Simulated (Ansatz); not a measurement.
# Notes on SnTe₂H₄N₂

```
Sn Te N H
1.0
     0.00000    3.70768    0.00000
     6.10186   -1.85384    0.00000
     1.55802    0.00000   -5.53802
Sn Te N H
1 2 2 4
Direct
  0.00000 0.00000 0.00000
  0.88120 0.76240 0.75370
  0.11880 0.23760 0.24630
  0.60670 0.21340 0.77060
  0.39330 0.78660 0.22940
  0.61000 0.22000 0.56600
  0.39000 0.78000 0.43400
  0.70100 0.40200 0.77620
  0.29900 0.59800 0.22380
```

Method: PBE, no spin polarisation; PAW, plane waves to 420 eV, 6×6×4 Γ-centred mesh, gaussian occupations (width 0.0706 eV) (Ansatz 0.2.0), atoms fixed.

- Formation energy: 0.56 eV an atom against the elements' usual phases (free molecules for gases, crystals otherwise, with no correction for O₂ or N₂), so at this geometry it isn't bound against them. Relaxing would lower it.
- Forces: The largest is on Te3 (and as large on other atoms): 8.28 eV/Å, components (6.32, 0.00, -5.34). It makes 43° with the line to a nearest neighbour, H9 at 2.17 Å, pointing towards it.
- Stress: The pressure is 13.3 GPa (compression positive), so with the atoms held at these fractions the cell would first expand; the forces are large, so a full relaxation may end otherwise. The principal stresses -6.8, -2.3, 48.9 GPa differ, so its shape would change too.
- Charges: Bader charges in e: Sn +1.39, Te -0.12, H +0.30, N -1.17. In the mean Sn gives up most and N takes most.
- Electronic structure: It is a metal, with about 3.3 states/eV a cell as the mean within 0.25 eV of the Fermi level, mostly Te p (74 %) and N p (21 %).

Origin: a known structure type with other elements, at an estimated volume, so it need not be a known compound. Caveats: many states at the Fermi level without spin polarisation, so a magnetic state may lie lower; atoms or cell far from equilibrium.
